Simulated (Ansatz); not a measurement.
Input and command of a calculation in Ansatz (plane waves; scalar-relativistic PAW potentials unless the input names others):

```yaml
crystal:
  lattice:
    - [5.9420818808, 0.0, 0.0]
    - [0.0, 5.9420818808, 0.0]
    - [0.0, 0.0, 5.9420818808]
  atoms:
    - { symbol: Cs, position: [0.0, 0.0, 0.0] }
    - { symbol: Pb, position: [0.5, 0.5, 0.5] }
    - { symbol: Br, position: [0.0, 0.5, 0.5] }
    - { symbol: Br, position: [0.5, 0.0, 0.5] }
    - { symbol: Br, position: [0.5, 0.5, 0.0] }
basis:
  ecutwfc: 420
kpoints:
  mp_grid: { grid: [6, 6, 6] }
hamiltonian:
  xc: pbe
scf:
  occupations: { method: tetrahedron_uncorrected }
  n_extra_bands: 2
  eigensolver: { kind: davidson }
output:
  forces: true
  eigenvalues: true
  stress: true
```

```bash
ansatz run input.yaml --threads 1 --pin off --max-ram 2560MiB --backend cpu --events-out ev --progress --plain --runs-dir out
```

Abridged log:
```
scf.n_extra_bands = 2 over 22 filled bands (N_el = 44.0): the run solves 24 bands
Pseudopotentials: kind: paw
Pseudopotential: Cs, paw, valence charge 9, recommended cutoff 420 eV (normal)
Pseudopotential: Pb, paw, valence charge 14, recommended cutoff 420 eV (normal)
Pseudopotential: Br, paw, valence charge 7, recommended cutoff 420 eV (normal)
Functional definition: PBE
davidson cushion auto → on (no smearing: the cushion is to keep the highest requested band from converging to the state above it; pin scf.eigensolver.cushion to override)
Crystal: 5 atoms, lattice volume = 209.805 Å³
Basis set: ecut = 420 eV, 4067 PW (Γ), exchange–correlation on 80×80×80 points (8 copies of the dense FFT grid, shifted against one another)
Bands: 24, of which v1, the nominal top of the filled ones, is band 22 counted from 1 (21 counted from 0)
Symmetry: 48 space group operations
Space group: Pm-3m (ITA 221), of the structure as read, at distance tolerance 5.9e-5 Å
k-points: 20 of 216
Initial density: superposition of atomic densities (neutral atoms: chi_scale 0, normalization atom), corrected by the library's trained network
Initial wavefunctions: pseudopotential atomic-orbital guess
Functional: x = pbe(κ = 0.804, μ = 0.21951497), c = pbe(β = 0.06672455)
SCF iter   1: F=—  HF=-25933.259801 eV  |F-HF|=—  |Δ(HF+E_count)|=         —  Δρ=4.13e-4  dr2=5.07e-4  ethr=1.77e-3  ⟨swp⟩=8.2  Hψ=2047  notcnv=0
SCF iter   2: F=—  HF=-25933.263693 eV  |F-HF|=—  |Δ(HF+E_count)|=   3.89e-3  Δρ=1.89e-4  dr2=5.82e-5  ethr=1.15e-6  ⟨swp⟩=7.5  Hψ=2450  notcnv=0  defer=32
SCF iter   3: F=—  HF=-25933.263892 eV  |F-HF|=—  |Δ(HF+E_count)|=   2.00e-4  Δρ=7.08e-5  dr2=1.25e-5  ethr=1.32e-7  ⟨swp⟩=4.0  Hψ=1394  notcnv=0  defer=24
SCF iter   4: F=—  HF=-25933.263922 eV  |F-HF|=—  |Δ(HF+E_count)|=   2.97e-5  Δρ=1.28e-5  dr2=6.81e-7  ethr=1.56e-9  ⟨swp⟩=4.3  Hψ=2755  notcnv=0  defer=10
SCF iter   5: F=-25933.263923 eV  HF=-25933.263923 eV  |F-HF|=7.39e-8  |Δ(HF+E_count)|=   8.31e-7  Δρ=3.21e-6  dr2=4.05e-8  ethr=1.55e-9  ⟨swp⟩=4.2  Hψ=1345  notcnv=0  defer=10
SCF iter   6: F=-25933.263923 eV  HF=-25933.263923 eV  |F-HF|=8.29e-9  |Δ(HF+E_count)|=   8.69e-8  Δρ=1.16e-6  dr2=2.71e-9  ethr=9.20e-11  ⟨swp⟩=5.3  Hψ=1637  notcnv=0  defer=10
SCF 1 converged in 6 iterations: F = -25933.263923 eV  dr2 = 2.71e-9
  Residual-converged pass: ⟨swp⟩=3.0  Hψ=1288  notcnv=0  max |occ|·‖R‖ = 5.7e-6 eV (tolerance 6.7e-6 eV) dr2=2.72e-9  dr2_onsite=1.88e-10  max |Δocc| = 0.0e0
SCF converged after 6 iterations
Free energy (F): -25933.263923 eV
Harris-Foulkes:  -25933.263923 eV  (|F-HF|=8.29e-9)
Internal energy: -25933.263923 eV  (E = F + TS)
E sigma→0 (E₀):  -25933.263923 eV
Fermi energy:    3.332321 eV
--- Forces (eV/Å), atoms counted from 1 ---
  atom   1  Cs     0.00000000     0.00000000     0.00000000
  atom   2  Pb     0.00000000     0.00000000     0.00000000
  atom   3  Br     0.00000000     0.00000000     0.00000000
  atom   4  Br     0.00000000     0.00000000     0.00000000
  atom   5  Br     0.00000000     0.00000000     0.00000000
--- Stress (GPa, compression-positive) ---
        0.607582       0.000000       0.000000
        0.000000       0.607582       0.000000
        0.000000       0.000000       0.607582
  P = ⅓ Tr σ = 0.6076 GPa (6.076 kbar)
```

Apart from outputs, the input differs from a reference run on usual settings in scf.n_extra_bands: not typed → 2; scf.occupations.width: 0.02 → not typed; scf.occupations.method: "gaussian" → "tetrahedron_uncorrected"; scf.eigensolver.kind: not typed → "davidson". The reference, at the same geometry (not necessarily relaxed), gave pressure 0.61 GPa, largest force 0.000 eV/Å, gap on the mesh 1.67 eV. This run converged in 6 SCF iterations (reference: 6) with an energy at zero smearing within 0.01 meV/atom of the reference's, pressure 0.61 GPa, largest force 0.000 eV/Å, gap on the mesh 1.67 eV.

It took 2.1 s on 1 thread of AMD EPYC 9R45 96-Core Processor (Zen 5), on a shared host, peak memory 0.5 GiB.